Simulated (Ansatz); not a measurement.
An elastic tensor (GPa, Voigt order, standard axes) from plane-wave PAW LDA (Ansatz code):

```
 521   115  59.4   0.0   0.0   0.0
 115   521  59.4   0.0   0.0   0.0
59.4  59.4   564   0.0   0.0   0.0
 0.0   0.0   0.0   155   0.0   0.0
 0.0   0.0   0.0   0.0   155   0.0
 0.0   0.0   0.0   0.0   0.0   203
```

Question: Pick the material that matches.
(A) CdS, wurtzite
(B) SiC, wurtzite
(C) MgTe, wurtzite
(D) Ti, hcp (Mg type)

Answer: B, SiC, wurtzite

Space group P6_3mc (wurtzite). Symmetry was held in the LDA relaxation; phonons on a q-mesh show no instability.

Potentials: the later of the program's two PAW sets.
